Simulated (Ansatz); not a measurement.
A plane-wave DFT run in Ansatz 0.2.0 (scalar-relativistic PAW potentials unless the input names others): input and command.

```yaml
crystal:
  lattice:
    - [3.1204068985, 0.0, 0.0]
    - [-1.5602034492, 6.1523257957, 0.0]
    - [0.0, 0.0, 25.6597815141]
  atoms:
    - { symbol: S, position: [0.8927216587, 0.7854433174, 0.3312576919] }
    - { symbol: Mo, position: [0.532155393, 0.0643107859, 0.3568487551] }
    - { symbol: S, position: [0.1715891272, 0.3431782543, 0.3824398182] }
    - { symbol: S, position: [0.4248770516, 0.8497541032, 0.4354374436] }
    - { symbol: Mo, position: [0.0634283179, 0.1268429315, 0.4560351157] }
    - { symbol: S, position: [0.7047428115, 0.4094654124, 0.4861970894] }
    - { symbol: S, position: [0.9628665561, 0.9257405526, 0.5411345583] }
    - { symbol: Mo, position: [0.6028601598, 0.205722103, 0.5588565878] }
    - { symbol: S, position: [0.1730160878, 0.3460381128, 0.6172031673] }
    - { symbol: H, position: [0.1730160878, 1.0127047794, 0.5976883715] }
basis:
  ecutwfc: 420
kpoints:
  mp_grid: { grid: [10, 5, 1] }
hamiltonian:
  xc: pbesol
  hubbard: { sites: [{ species: Mo, l: d, u_eff: 2.0 }], double_counting: fll }
scf:
  occupations: { method: gaussian, width: 0.1 }
output:
  forces: true
  eigenvalues: true
efield:
  axis: 3
  dipole_correction: true
  ramp_width: 0.04
magnetization:
  spin_polarized: true
```

```bash
ansatz run input.yaml --threads 4 --pin off --max-ram 10240MiB --backend cpu --events-out ev --progress --plain --runs-dir out
```

Abridged log:
```
Basis set: ecut = 420 eV, 9633 PW (Γ), exchange–correlation on 48×90×360 points (8 copies of the dense FFT grid, shifted against one another)
Bands: 56, of which v1, the nominal top of the filled ones, is band 40 counted from 1 (39 counted from 0)
Symmetry: 1 space group operations
k-points: 26 of 50 (time reversal used)
SCF iter   1: F=—  HF=-20017.934250 eV  |F-HF|=—  |Δ(HF+E_count)|=         —  Δρ=2.55e-2 (↑2.55e-2 ↓2.55e-2) dr2=2.17e1  dr2_m=0.00e0  M=0.000 μB ∫|m|=0.000 μB  β_m=0.30  ethr=3.10e-3  p= 0.000 e·Å  D=-8.38e-7 V/Å  ΔV_dip=0.00 eV  dr2_dipole=1.90e-1  V_vac-E_F(+/−)=5.53/5.53 eV  ⟨swp⟩=10.1  Hψ=7866  notcnv=0  defer=42
efield: sawtooth ramp at fractional position 0.9542 (placed from the atoms, in the widest stretch of the axis that holds none; the zero of the levels goes with the place), width 0.0400; the density the first Hamiltonian is built on has a dipole p =  0.000 e·Å; the dipole correction subtracts the counter field D = -8.38e-7 V/Å, which shifts the + side's vacuum level by +0.00 eV against the − side's; the planar-averaged density in the ramp window peaks in size at 1.0e-6 e/Å³
spin=Collinear: Resta preconditioning applied to the charge; magnetization (m = ρ↑ − ρ↓) channel mixes plain (no charge-response kernel on spin).
SCF iter   2: F=—  HF=-20014.419638 eV  |F-HF|=—  |Δ(HF+E_count)|=    3.51e0  Δρ=1.21e-2 (↑1.21e-2 ↓1.21e-2) dr2=1.36e1  dr2_m=0.00e0  M=0.000 μB ∫|m|=0.000 μB  β_m=0.30  ethr=3.10e-3  p=-0.118 e·Å  D=-4.33e-2 V/Å  ΔV_dip=1.11 eV  dr2_dipole=3.00e0  V_vac-E_F(+/−)=6.72/5.60 eV  ⟨swp⟩=3.0  Hψ=3096  notcnv=0  defer=199  κ⁻¹=1.0e0(r=1)
density mixer auto → broyden: no gap read (density of states about μ 0.93 of a free-electron gas's, 46 screened modes)
SCF iter   3: F=—  HF=-20022.871408 eV  |F-HF|=—  |Δ(HF+E_count)|=    8.45e0  Δρ=3.27e-2 (↑3.27e-2 ↓3.27e-2) dr2=3.88e2  dr2_m=0.00e0  M=0.000 μB ∫|m|=0.000 μB  β_m=0.30  ethr=3.10e-3  p=0.475 e·Å  D=1.74e-1 V/Å  ΔV_dip=-4.48 eV  dr2_dipole=1.29e2  V_vac-E_F(+/−)=3.48/7.96 eV  ⟨swp⟩=3.7  Hψ=3211  notcnv=0  defer=252  κ⁻¹=4.1e-2(r=2)
SCF iter   4: F=—  HF=-20013.676572 eV  |F-HF|=—  |Δ(HF+E_count)|=    9.19e0  Δρ=9.16e-3 (↑9.16e-3 ↓9.16e-3) dr2=3.32e0  dr2_m=0.00e0  M=0.000 μB ∫|m|=0.000 μB  β_m=0.30  ethr=3.10e-3  p=-0.078 e·Å  D=-2.87e-2 V/Å  ΔV_dip=0.74 eV  dr2_dipole=7.90e-3  V_vac-E_F(+/−)=5.83/5.09 eV  ⟨swp⟩=3.0  Hψ=2554  notcnv=0  defer=210  κ⁻¹=1.9e-3(r=3)
SCF iter   5: F=—  HF=-20013.532095 eV  |F-HF|=—  |Δ(HF+E_count)|=   1.44e-1  Δρ=7.11e-3 (↑7.11e-3 ↓7.11e-3) dr2=3.64e0  dr2_m=0.00e0  M=0.000 μB ∫|m|=0.000 μB  β_m=0.30  ethr=3.10e-3  p=-0.028 e·Å  D=-1.05e-2 V/Å  ΔV_dip=0.27 eV  dr2_dipole=1.51e-1  V_vac-E_F(+/−)=5.09/4.82 eV  ⟨swp⟩=2.2  Hψ=1923  notcnv=0  defer=207  κ⁻¹=7.1e-4(r=4)
SCF iter   6: F=—  HF=-20007.459135 eV  |F-HF|=—  |Δ(HF+E_count)|=    6.07e0  Δρ=2.48e-2 (↑2.48e-2 ↓2.16e-2) dr2=2.66e0  dr2_m=2.22e0  M=7.544 μB ∫|m|=7.547 μB  ethr=3.10e-3  p=-0.031 e·Å  D=-1.15e-2 V/Å  ΔV_dip=0.30 eV  dr2_dipole=3.92e-1  V_vac-E_F(+/−)=5.61/5.32 eV  ⟨swp⟩=2.1  Hψ=1795  notcnv=0  defer=209
Mixer restart at iter 6: flushing history
SCF iter   7: F=—  HF=-20012.127906 eV  |F-HF|=—  |Δ(HF+E_count)|=         —  Δρ=1.52e-2 (↑1.52e-2 ↓1.52e-2) dr2=2.18e0  dr2_m=9.58e-1  M=2.027 μB ∫|m|=2.187 μB  β_m=0.41  ethr=3.10e-3  p=-0.031 e·Å  D=-1.15e-2 V/Å  ΔV_dip=0.30 eV  dr2_dipole=6.08e-1  V_vac-E_F(+/−)=5.41/5.12 eV  ⟨swp⟩=3.9  Hψ=4763  notcnv=0  defer=354
SCF iter   8: F=—  HF=-20022.459055 eV  |F-HF|=—  |Δ(HF+E_count)|=    1.03e1  Δρ=3.52e-2 (↑3.52e-2 ↓3.30e-2) dr2=3.78e2  dr2_m=5.90e-1  M=1.611 μB ∫|m|=1.668 μB  β_m=0.41  ethr=2.75e-3  p=0.515 e·Å  D=1.89e-1 V/Å  ΔV_dip=-4.85 eV  dr2_dipole=1.29e2  V_vac-E_F(+/−)=2.68/7.53 eV  ⟨swp⟩=3.8  Hψ=6409  notcnv=0  defer=464  κ⁻¹=1.0e0(r=1)
   ...
SCF iter  27: F=—  HF=-20013.406869 eV  |F-HF|=—  |Δ(HF+E_count)|=   1.42e-4  Δρ=2.83e-5 (↑1.58e-5 ↓2.83e-5) dr2=6.30e-6  dr2_m=1.01e-6  M=0.014 μB ∫|m|=0.117 μB  β_m=1.20  ethr=5.85e-9  p=-0.025 e·Å  D=-9.03e-3 V/Å  ΔV_dip=0.23 eV  dr2_dipole=5.90e-7  V_vac-E_F(+/−)=5.23/4.99 eV  ⟨swp⟩=3.2  Hψ=6259  notcnv=0  defer=437  κ⁻¹=1.1e-3(r=8)
SCF iter  28: F=—  HF=-20013.406957 eV  |F-HF|=—  |Δ(HF+E_count)|=   8.72e-5  Δρ=2.11e-5 (↑1.58e-5 ↓2.11e-5) dr2=4.41e-6  dr2_m=3.67e-7  M=0.009 μB ∫|m|=0.072 μB  β_m=1.20  ethr=5.85e-9  p=-0.025 e·Å  D=-9.03e-3 V/Å  ΔV_dip=0.23 eV  dr2_dipole=2.99e-7  V_vac-E_F(+/−)=5.23/4.99 eV  ⟨swp⟩=3.0  Hψ=5794  notcnv=0  defer=437  κ⁻¹=1.7e-3(r=8)
Mixer restart at iter 28: flushing history
SCF iter  29: F=—  HF=-20013.407011 eV  |F-HF|=—  |Δ(HF+E_count)|=         —  Δρ=1.18e-5 (↑1.18e-5 ↓1.18e-5) dr2=1.81e-6  dr2_m=0.00e0  M=0.000 μB ∫|m|=0.000 μB  β_m=0.30  ethr=5.58e-9  p=-0.025 e·Å  D=-9.03e-3 V/Å  ΔV_dip=0.23 eV  dr2_dipole=2.57e-7  V_vac-E_F(+/−)=5.22/4.99 eV  ⟨swp⟩=6.4  Hψ=5186  notcnv=0  defer=190
SCF iter  30: F=—  HF=-20013.407013 eV  |F-HF|=—  |Δ(HF+E_count)|=   2.29e-6  Δρ=1.63e-5 (↑1.63e-5 ↓1.63e-5) dr2=4.91e-5  dr2_m=0.00e0  M=0.000 μB ∫|m|=0.000 μB  β_m=0.30  ethr=2.29e-9  p=-0.025 e·Å  D=-9.16e-3 V/Å  ΔV_dip=0.23 eV  dr2_dipole=1.55e-5  V_vac-E_F(+/−)=5.23/4.99 eV  ⟨swp⟩=2.0  Hψ=2070  notcnv=0  defer=190  κ⁻¹=1.0e0(r=1)
SCF iter  31: F=—  HF=-20013.407011 eV  |F-HF|=—  |Δ(HF+E_count)|=   1.95e-6  Δρ=8.87e-6 (↑8.87e-6 ↓8.87e-6) dr2=1.50e-6  dr2_m=0.00e0  M=0.000 μB ∫|m|=0.000 μB  β_m=0.30  ethr=2.29e-9  p=-0.025 e·Å  D=-9.04e-3 V/Å  ΔV_dip=0.23 eV  dr2_dipole=7.79e-8  V_vac-E_F(+/−)=5.23/4.99 eV  ⟨swp⟩=2.0  Hψ=1657  notcnv=0  defer=190  κ⁻¹=5.9e-3(r=2)
SCF iter  32: F=—  HF=-20013.407012 eV  |F-HF|=—  |Δ(HF+E_count)|=   1.34e-7  Δρ=7.93e-6 (↑7.93e-6 ↓7.93e-6) dr2=1.37e-6  dr2_m=0.00e0  M=0.000 μB ∫|m|=0.000 μB  β_m=0.30  ethr=1.89e-9  p=-0.025 e·Å  D=-9.04e-3 V/Å  ΔV_dip=0.23 eV  dr2_dipole=5.68e-10  V_vac-E_F(+/−)=5.22/4.99 eV  ⟨swp⟩=2.1  Hψ=1474  notcnv=0  defer=190  κ⁻¹=9.7e-4(r=3)
SCF iter  33: F=—  HF=-20013.407012 eV  |F-HF|=—  |Δ(HF+E_count)|=   2.73e-7  Δρ=4.07e-6 (↑4.07e-6 ↓4.07e-6) dr2=3.81e-7  dr2_m=0.00e0  M=0.000 μB ∫|m|=0.000 μB  β_m=0.30  ethr=1.73e-9  p=-0.025 e·Å  D=-9.06e-3 V/Å  ΔV_dip=0.23 eV  dr2_dipole=1.97e-8  V_vac-E_F(+/−)=5.23/4.99 eV  ⟨swp⟩=1.9  Hψ=1370  notcnv=0  defer=190  κ⁻¹=9.4e-4(r=4)
SCF iter  34: F=-20013.407012 eV  HF=-20013.407012 eV  |F-HF|=9.76e-9  |Δ(HF+E_count)|=   9.77e-8  Δρ=1.72e-6 (↑1.72e-6 ↓1.72e-6) dr2=4.23e-8  dr2_m=0.00e0  M=0.000 μB ∫|m|=0.000 μB  ethr=1.27e-10  p=-0.025 e·Å  D=-9.05e-3 V/Å  ΔV_dip=0.23 eV  dr2_dipole=4.75e-10  V_vac-E_F(+/−)=5.23/4.99 eV  ⟨swp⟩=16.2  Hψ=9114  notcnv=0
SCF 1 converged in 34 iterations: F = -20013.407012 eV  dr2 = 4.23e-8
this state was not tested for a lower state beside it, because the mixer in use, unlike msr1, does not test its closes by its own steps (another_mixer; see scf.mixing.algorithm and scf.lower_state_search)
SCF converged after 34 iterations
Magnetization: 0.0000 μB (39.5000 up, 39.5000 down)
Absolute magnetization: 0.0000 μB (∫|ρ↑−ρ↓|)
Spin contamination: 0.0000 ħ² per cell (⟨S²⟩ above its minimum at these occupations)
Per-site moments (μB) at R_I (Å): [(0.0, 0.99420274), (0.0, 0.99420274), (0.0, 0.95301531), (0.0, 0.97786471), (0.0, 0.95301531), (0.0, 0.92673408), (0.0, 0.67309502), (0.0, 0.77005120), (0.0, 0.89683378), (0.0, 0.67309502)]
Free energy (F): -20013.407012 eV
Harris-Foulkes:  -20013.407012 eV  (|F-HF|=9.76e-9)
Internal energy: -20013.399470 eV  (E = F + TS)
E sigma→0 (E₀):  -20013.403241 eV
Entropy (-TS):   -0.007542 eV (-0.754 meV/atom)
Fermi energy:    0.187179 eV
Dipole field:    D = -0.009036 V/Å  (p = -0.024599 e·Å, saw-weighted, corrected)
Work function:   Φ+ = 5.2249 eV   Φ− = 4.9931 eV
Levels:          The Fermi level and band energies are counted from a zero that moves with the ramp; work functions are not
--- Forces (eV/Å), atoms counted from 1 ---
  atom   1  S      0.03632449     1.52480579    -0.58829500
  atom   2  Mo    -0.05060899    -2.79816287     2.81598183
  atom   3  S     -0.04946402     0.70787031    -1.25844028
  atom   4  S     -0.02742672     0.25523928    -1.17130625
  atom   5  Mo    -0.01864885     0.47691066     0.16486512
  atom   6  S      0.04910527     0.41610699    -0.57607174
  atom   7  S     -0.63247700    -0.72528891     0.45075935
  atom   8  Mo     0.25065222     0.42609239     0.09043338
  atom   9  S     -0.19963415    -0.37701462     0.14775737
  atom  10  H      0.64219002     0.09348248    -0.07568807
Occupation matrices written to <dir>
```

Apart from outputs, empty bands and the relaxation, which only the reference makes, the input differs from a reference run on usual settings in magnetization: not typed → {"spin_polarized": true}; hamiltonian.hubbard: not typed → {"sites": [{"species": "Mo", "l": "d", "u_eff": 2.0}], "double_counting": "fll"}. The reference, at the same geometry, ended its own course with largest force 3.945 eV/Å (on an atom or along a direction that it held fixed), no gap on the mesh. This run converged in 34 SCF iterations with an energy at zero smearing 734 meV/atom above the reference's (the Hamiltonian itself differs), largest force 3.970 eV/Å, no gap on the mesh.

Time: 67 s on 4 threads of Intel(R) Xeon(R) Platinum 8259CL CPU @ 2.50GHz (Skylake/Cascade Lake), with other jobs on the host, peak memory 1.8 GiB.